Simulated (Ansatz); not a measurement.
Task: Write an Ansatz input for a single-point calculation of EuBi with PBE (scalar-relativistic), a cutoff of 420 eV (density cutoff 4 times that), a Γ-centred 8×8×8 mesh and Gaussian smearing of 0.05 eV, with collinear spin, starting moments 6.00, 0.00 μB on the atoms in order. Forces, stress and eigenvalues are wanted, and also Löwdin populations. The structure:
```
Eu Bi
1.0
     0.0000000000    3.4700829639    3.4700829639
     3.4700829639    0.0000000000    3.4700829639
     3.4700829639    3.4700829639    0.0000000000
Eu Bi
1 1
Direct
  0.0000000000 0.0000000000 0.0000000000
  0.2500000000 0.2500000000 0.2500000000
```

Result: 
```yaml
crystal:
  lattice:
    - [0.0, 3.4700829639, 3.4700829639]
    - [3.4700829639, 0.0, 3.4700829639]
    - [3.4700829639, 3.4700829639, 0.0]
  atoms:
    - { symbol: Eu, position: [0.0, 0.0, 0.0], spin: 6.0 }
    - { symbol: Bi, position: [0.25, 0.25, 0.25] }
basis:
  ecutwfc: 420
  ecutrho_ratio: 4
kpoints:
  mp_grid: { grid: [8, 8, 8] }
hamiltonian:
  xc: pbe
scf:
  occupations: { method: gaussian, width: 0.05 }
output:
  forces: true
  stress: true
  eigenvalues: true
  populations: true
magnetization:
  spin_polarized: true
```

Launched as:
```sh
ansatz run input.yaml --threads 2 --pin off --max-ram 2662MiB --backend cpu --events-out ev --progress --plain --runs-dir out
```

Run as written, it has 32 valence electrons, 1639 plane waves at Γ, 24 symmetry operations and 29 irreducible k-points; it took 13 SCF iterations in all. It ran for 8.8 s on 2 threads of AMD EPYC 7R43 64-Core Processor (Zen 3), with other jobs on the host, peak memory 0.52 GiB.

This is a trial structure: such lanthanide and actinide compounds mostly take the rock-salt structure.
